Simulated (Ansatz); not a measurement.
**MnO: couplings from the ferromagnetic state against total energies — Ansatz, plane waves and PAW**

Space group Fm-3m (No. 225), 2 atoms in the cell of the first input below: a = 3.142 Å, b = 3.142 Å, c = 3.142 Å, α = 60.00°, β = 60.00°, γ = 60.00°.

The structure is a measured one, not always of the ambient phase, taken without relaxation (pressure 0.7 GPa with this functional, without spin–orbit coupling). Functional: PBEsol+U (Mn 1.9 eV).

The couplings come from the ferromagnetic state by the force theorem with constrained moments:

```yaml
crystal:
  lattice:
    - [0.0, 2.2220003343, 2.2220003343]
    - [2.2220003343, 0.0, 2.2220003343]
    - [2.2220003343, 2.2220003343, 0.0]
  atoms:
    - { symbol: Mn, position: [0.0, 0.0, 0.0], spin: 4.64 }
    - { symbol: O, position: [0.5, 0.5, 0.5] }
basis:
  ecutwfc: 420
  ecutrho_ratio: 4
kpoints:
  mp_grid: { grid: [12, 12, 12] }
  band_path:
    path:
      - [[0.0, 0.0, 0.0], [0.5, 0.0, 0.5], [0.625, 0.25, 0.625]]
      - [[0.375, 0.375, 0.75], [0.0, 0.0, 0.0], [0.5, 0.5, 0.5], [0.5, 0.25, 0.75], [0.5, 0.0, 0.5]]
    npoints: 6
hamiltonian:
  xc: pbesol
  hubbard: { sites: [{ species: Mn, l: d, u_eff: 1.9 }] }
scf:
  occupations: { method: gaussian, width: 0.05 }
  lower_state_search: "off"
output:
  forces: true
  stress: true
  eigenvalues: true
  populations: true
  hubbard: { sites: [{ species: Mn, l: d }] }
  eigenstates:
    nscf_kmesh: { grid: [12, 12, 12] }
    top_band: c26
    exchange_couplings: { magnetic: [{ site: 0 }] }
    magnetocrystalline_anisotropy: {}
magnetization:
  spin_polarized: true
checkpoint:
  read: start.run
  write: ck
  compress: false
  write_wavefunctions: false
  write_every: 100000
```

```bash
ansatz run input.yaml --threads 4 --pin off --max-ram 9216MiB --backend cpu --events-out ev --progress --plain --runs-dir out
```

start.run is the saved state of an earlier run of the same cell.

Time: 49 s on 4 threads of Intel(R) Xeon(R) Platinum 8175M CPU @ 2.50GHz (Skylake/Cascade Lake), with other jobs on the host, peak memory 1.2 GiB.

Couplings between Mn atoms, for E = −Σ(i≠j) J_ij e_i·e_j with unit vectors (each pair counted twice):

```tsv
distance (Å)	neighbours	J (meV)
3.142	12	-4.731
4.444	6	-5.546
5.443	24	0.012
6.285	12	-0.016
7.027	24	-0.072
7.697	8	-0.031
8.314	48	0.001
8.888	6	0.086
9.427	24	-0.002
9.427	12	-0.006
```

36 shells out to 18.6 Å enter the sums below; those further out add 0.01 meV to J(0).

The program gives no ordering temperature for this run: by its own couplings the state isn't the lowest.

At rigid moments, leaving out the upper third of the empty bands moves a coupling by up to 2 % of the largest.

Q: What energy per Mn above the ferromagnet does the model give for the order with wave vector q = (0.000, 0.000, 0.500) in units of the reciprocal cell vectors?

A: E(q) − E(0) = Σ J_ij (1 − cos q·R_ij). The shells that add most, as J × Σ(1 − cos): -4.731 × 12.00 at 3.14 Å, -5.546 × 12.00 at 4.44 Å, 0.012 × 24.00 at 5.44 Å, -0.072 × 24.00 at 7.03 Å, -0.031 × 16.00 at 7.70 Å, 0.004 × 24.00 at 11.33 Å, and -0.13 meV from the 30 other shells kept; in all -125.29 meV.

Each order was then solved self-consistently. The input for the first:

```yaml
crystal:
  lattice:
    - [0.0, 2.2220003343, 2.2220003343]
    - [2.2220003343, 0.0, 2.2220003343]
    - [4.4440006686, 4.4440006686, 0.0]
  atoms:
    - { symbol: Mn, position: [0.0, 0.0, 0.0], spin: 5.0 }
    - { symbol: O, position: [0.5, 0.5, 0.25] }
    - { symbol: Mn, position: [0.0, 0.0, 0.5], spin: -5.0 }
    - { symbol: O, position: [0.5, 0.5, 0.75] }
basis:
  ecutwfc: 420
  ecutrho_ratio: 4
kpoints:
  mp_grid: { grid: [12, 12, 6] }
hamiltonian:
  xc: pbesol
  hubbard: { sites: [{ species: Mn, l: d, u_eff: 1.9 }] }
scf:
  occupations: { method: gaussian, width: 0.05 }
  lower_state_search: "off"
output:
  forces: true
  stress: true
  eigenvalues: true
  populations: true
  hubbard: { sites: [{ species: Mn, l: d }] }
  write_density: true
  write_potential: true
  elf: true
  volumetric_format: npy
magnetization:
  spin_polarized: true
checkpoint:
  read: start.run
  write: ck
  compress: false
  write_wavefunctions: false
  write_every: 100000
```

```bash
ansatz run input.yaml --threads 4 --pin off --max-ram 9216MiB --backend cpu --events-out ev --progress --plain --runs-dir out
```

start.run is the saved state of an earlier run of the same cell.

Time: 5.4 s on 4 threads of Intel(R) Xeon(R) Platinum 8175M CPU @ 2.50GHz (Skylake/Cascade Lake) (shared host), peak memory 0.66 GiB.

Total energies count from the ferromagnet on the 12×12×12 mesh, or from a ferromagnetic run in the same doubled cell where its mesh isn't the equal of that (spin moment 4.22 μB).

```
                            order                  q  model (meV)  total energies (meV)  largest spin moment (μB)  gap on the mesh (eV)
collinear order in a doubled cell  0.000 0.000 0.500      -125.29               -114.93                      4.15                  1.26
collinear order in a doubled cell  0.000 0.500 0.500       -77.57                -71.83                      4.20                  0.17
```

The model has the sign of the total energies in all 2 rows, and meets their size within a tenth for 2; the largest miss is 10.35 meV. The lowest state tried has q = (0.000, 0.000, 0.500), 114.93 meV under the ferromagnet. The couplings are derived for small turns about the ferromagnet. By its own couplings the ferromagnet isn't the lowest state: J(q) is largest at q = (0.000, 0.000, -0.500).

Caveats: couplings not converged in the mesh; filled bands differ between k-points; no spin–orbit coupling; not tested for a lower state; state of the open shells carried from another run; the ferromagnetic state is metallic at this level, and the convergence of the total energies in the k-mesh was not tested; the order found in nature may be another, or none.
